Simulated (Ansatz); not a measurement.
Sn:
```
CELL_PARAMETERS angstrom
      0.00000     3.32799     3.32799
      3.32799     0.00000     3.32799
      3.32799     3.32799     0.00000
ATOMIC_POSITIONS crystal
  Sn 0.25000 0.25000 0.25000
  Sn 0.00000 0.00000 0.00000
```

Relaxed with PBE. Special points in fractions of this cell's reciprocal vectors: Γ (0.000, 0.000, 0.000); X (0.500, 0.000, 0.500); U (0.625, 0.250, 0.625); K (0.375, 0.375, 0.750); L (0.500, 0.500, 0.500); W (0.500, 0.250, 0.750).

Task: List the band energies nearest the Fermi level at these points for the program Ansatz at the PBE with spin–orbit coupling level (PAW).

Result: In eV from the Fermi level; about four levels below and three above (degenerate sets whole), none deeper than 8.9 eV; points with the same levels are listed once.

```tsv
k	below	above
Γ	-1.09 -1.09 -0.31 -0.31	0.34 0.34 0.34 0.34
X	-2.20 -2.20 -2.20 -2.20	0.95 0.95 0.95 0.95
U	-3.01 -3.01 -1.86 -1.86	1.18 1.18 3.28 3.28
L	-0.77 -0.77 -0.10 -0.10	3.12 3.12 3.34 3.34
W	-2.79 -2.79 -2.62 -2.62	3.07 3.07 3.39 3.39
```

Space group Fd-3m (diamond). This is a known low-temperature phase of the composition, computed here at zero pressure and temperature. The PBE relaxation kept the symmetry of its start; phonons on a q-mesh show no instability. The volume moved by 30 % from the start of the relaxation.

Potentials: the later of the program's two PAW sets.
